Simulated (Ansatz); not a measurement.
Al$_{3}$GaSb$_{4}$: relaxed-ion elastic tensor

Theory: DFT PBE, scalar-relativistic, plane waves, PAW in Ansatz 0.2.0. Plane waves to 420 eV; Γ-centred k mesh 6×6×4; fixed occupations. No spin polarisation.

Equilibrium structure at this level:
```yaml
crystal:
  lattice:
    - [4.40534, 0.00000, 0.00000]
    - [0.00000, 4.40534, 0.00000]
    - [0.00000, 0.00000, 12.41400]
  atoms:
    - { symbol: Al, position: [0.50000, 0.50000, 0.24963] }
    - { symbol: Al, position: [0.00000, 0.00000, 0.50000] }
    - { symbol: Al, position: [0.50000, 0.50000, 0.75037] }
    - { symbol: Ga, position: [0.00000, 0.00000, 0.00000] }
    - { symbol: Sb, position: [0.50000, 0.00000, 0.37484] }
    - { symbol: Sb, position: [0.00000, 0.50000, 0.62516] }
    - { symbol: Sb, position: [0.50000, 0.00000, 0.87517] }
    - { symbol: Sb, position: [0.00000, 0.50000, 0.12483] }
```

It was reached by relaxing an invented guess, and it needn't be the stable form of this composition. Spin–orbit coupling is left out, which matters for heavy elements.

Q: Give the relaxed-ion elastic constants (GPa, Voigt order xx yy zz yz xz xy, on the Cartesian axes of the cell above).

A:
```
92.2 18.2 34.5  0.0  0.0  0.0
18.2 92.2 34.5  0.0  0.0  0.0
34.5 34.5 75.4  0.0  0.0  0.0
 0.0  0.0  0.0 36.5  0.0  0.0
 0.0  0.0  0.0  0.0 36.5  0.0
 0.0  0.0  0.0  0.0  0.0 20.8
```

Q: Is the crystal stable against homogeneous strain?

A: Yes: the least eigenvalue of the tensor is 20.8 GPa.

Q: And the moduli of a polycrystal (Hill averages)?

A: B = 48 GPa, G = 29 GPa, E = 73 GPa, ν = 0.25.
